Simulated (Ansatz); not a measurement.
# Relaxing a structure of MoS₂

The start is a generated cell, MoS2 built in the AFLOW prototype A2B_oP12_62_2c_c (C25, as in HgCl2). A full variable-cell relaxation at zero pressure is run with r2SCAN (plane waves to 500 eV, PAW, scalar-relativistic; Ansatz, an electronic-structure program). The first steps use a coarse 2×4×5 k-mesh.

The start:
```
MoS2
1.0
   11.03321     0.00000     0.00000
    0.00000     5.16616     0.00000
    0.00000     0.00000     3.74705
Mo S
4 8
Direct
  0.37400   0.75000   0.94700
  0.87400   0.75000   0.55300
  0.62600   0.25000   0.05300
  0.12600   0.25000   0.44700
  0.23300   0.75000   0.62500
  0.73300   0.75000   0.87500
  0.76700   0.25000   0.37500
  0.26700   0.25000   0.12500
  0.00800   0.75000   0.22200
  0.50800   0.75000   0.27800
  0.99200   0.25000   0.77800
  0.49200   0.25000   0.72200
```

Task: How does the volume per atom move from start to end?

Result: +4.0 %, from 17.80 to 18.51 Å³/atom.

Task: How do the shortest distances between atoms change?

Result: The closest pairs of elements (up to four, under 3.6 Å), start → end: Mo–S 1.93 → 2.33 Å; S–S 2.91 → 3.00 Å; Mo–Mo 3.75 → 3.13 Å.

Task: Is the relaxed structure metallic? Give its gap.

Result: No clear gap: the sampled points leave 0.12 eV away from the symmetry points, which may be a band crossing missed between them.

Task: Write out the relaxed structure.

Result: 
```cif
data_Mo4S8
_chemical_formula_sum 'Mo4 S8'
_space_group_name_H-M_alt 'Pnma'
_space_group_IT_number 62
_space_group_name_Hall '-P 2ac 2n'
_cell_length_a 12.02999
_cell_length_b 3.12888
_cell_length_c 5.90041
_cell_angle_alpha 90.000
_cell_angle_beta 90.000
_cell_angle_gamma 90.000
loop_
_space_group_symop_operation_xyz
  'x, y, z'
  '-x, -y, -z'
  '-x+1/2, -y, z+1/2'
  'x+1/2, y, -z+1/2'
  'x+1/2, -y+1/2, -z+1/2'
  '-x+1/2, y+1/2, z+1/2'
  '-x, y+1/2, -z'
  'x, -y+1/2, z'
loop_
_atom_site_label
_atom_site_type_symbol
_atom_site_symmetry_multiplicity
_atom_site_Wyckoff_symbol
_atom_site_fract_x
_atom_site_fract_y
_atom_site_fract_z
_atom_site_occupancy
Mo1 Mo 4 c 0.37204 0.25000 0.35684 1
S1 S 4 c 0.22006 0.25000 0.63211 1
S2 S 4 c 0.01887 0.75000 0.22292 1
```

The space group stays Pnma (No. 62) (the run could not lower it), with 12 atoms in the primitive cell. Final values are on a 3×12×7 k-mesh of the relaxed cell. The start holds a very short contact (S–Mo 1.93 Å). No spin polarisation in the result.

The run could not lose the symmetry of its start, so the end can be a saddle point.

The relaxed structure here is a generated cell of MoS2: the first start was made by placing the elements on the sites of a structure type, and the end was not matched to a known phase here, so it may be hypothetical. Known forms of MoS2 include space group No. 160, 194.
